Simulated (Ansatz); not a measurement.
## Structure search: one InAs₂ candidate

Theory: Ansatz, DFT PBE, scalar-relativistic, plane waves, PAW. Cutoff 420 eV, Gaussian smearing, Γ-centred meshes. Cell and atoms relax first on a coarse mesh and then on a finer one. In between, the cell is made exact in the group found at 0.06 Å. In metals the finer mesh still leaves noise of several meV/atom or more. The steps can't lower the symmetry of their start. No spin polarisation.

The cell of InAs₂ is invented: random cell by space group and Wyckoff sites (Fm-3m, No. 225). Lengths were set from tabulated atomic sizes, so they are only a guess.

```cif
data_structure
_symmetry_space_group_name_H-M 'Fm-3m'
_symmetry_Int_Tables_number 225
_cell_length_a 7.0280
_cell_length_b 7.0280
_cell_length_c 7.0280
_cell_angle_alpha 90.000
_cell_angle_beta 90.000
_cell_angle_gamma 90.000
_cell_volume 347.14
loop_
_atom_site_label
_atom_site_type_symbol
_atom_site_symmetry_multiplicity
_atom_site_Wyckoff_symbol
_atom_site_fract_x
_atom_site_fract_y
_atom_site_fract_z
_atom_site_occupancy
In1 In 4 a 0.00000 0.00000 0.00000 1
As1 As 8 c 0.25000 0.75000 0.75000 1
```

The zero of energy is the elements' standard structures at the same level; no fitted shifts are applied.

Question: What does it relax into?

Answer: The symmetry stays Fm-3m (No. 225). The end has the fluorite type. The volume per atom shrinks by 13.5 %, from 28.9 to 25.0 Å³. The shortest distance goes from 3.04 Å (In–As) to 2.90 Å (In–As). Conventional cell: a = 6.697 Å. In is surrounded by 8 As at 2.90 Å; As is surrounded by 4 In at 2.90 Å and 6 As at 3.35 Å.

```
In As
1.0
     0.00000    3.34865    3.34865
     3.34865    0.00000    3.34865
     3.34865    3.34865    0.00000
In As
1 2
Direct
  0.00000 0.00000 0.00000
  0.25000 0.25000 0.25000
  0.75000 0.75000 0.75000
```

Question: How does it come out in energy, and is it a metal?

Answer: The energy over the elements is +0.33 eV/atom and the gap on the 12×12×12 mesh of the 3-atom cell is 0 eV (a metal).

It can't be a ground state, since the elements alone are lower.

The last run used Gaussian smearing of 0.10 eV. An odd number of electrons in the primitive cell allows no gap without spin; a larger cell or a magnetic state could open one. The cell is a metal run without spin; a magnetic state may lie lower. The reference form of As is held partly by dispersion forces, which this level lacks. Symmetry constrained the relaxation, so the result can be a saddle point. In all, the 3 runs took 65 s on 1 thread of AMD EPYC (Zen 3), on a shared host. Another cell of InAs2 relaxed alike, in P6_3/mmc, lies 278 meV/atom lower, so this cell isn't the stable form at this level.
